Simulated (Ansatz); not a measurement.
# Zn: from a starting cell to a relaxed one

The start is a generated trial cell of Zn in the beta-W structure type. Cell shape, volume and atoms are optimised at zero target pressure with PBE (plane waves to 420 eV, PAW, scalar-relativistic; Ansatz, an electronic-structure program). The first steps use a coarse 7×7×7 k-mesh.

Initial structure:
```
CELL_PARAMETERS angstrom
      4.97895     0.00000     0.00000
      0.00000     4.97895     0.00000
      0.00000     0.00000     4.97895
ATOMIC_POSITIONS crystal
  Zn 0.25000 0.00000 0.50000
  Zn 0.75000 0.00000 0.50000
  Zn 0.00000 0.50000 0.25000
  Zn 0.00000 0.50000 0.75000
  Zn 0.50000 0.25000 0.00000
  Zn 0.50000 0.75000 0.00000
  Zn 0.00000 0.00000 0.00000
  Zn 0.50000 0.50000 0.50000
```

Problem. How much energy is released per atom?

Solution. Under 0.01 eV/atom.

Problem. How does the volume per atom move from start to end?

Solution. -0.5 %, from 15.43 to 15.36 Å³/atom.

Problem. How do the shortest distances between atoms change?

Solution. The closest pairs of elements (up to four, under 3.6 Å), start → end: Zn–Zn 2.49 → 2.49 Å.

Problem. Is the relaxed structure metallic? Give its gap.

Solution. Zero (metallic).

The space group stays Pm-3n (No. 223) (the run could not lower it), with 8 atoms in the primitive cell. Final values are on a 10×10×10 k-mesh of the relaxed cell. No spin polarisation in the result.

The run could not lose the symmetry of its start, so the end can be a saddle point.

All atoms sit on sites fixed by symmetry, so only the cell could relax.

The relaxed structure here is a generated cell of Zn: the first start was made by placing the elements on the sites of a structure type, and the end was not matched to a known phase here, so it may be hypothetical. Known forms of Zn include space group No. 194.
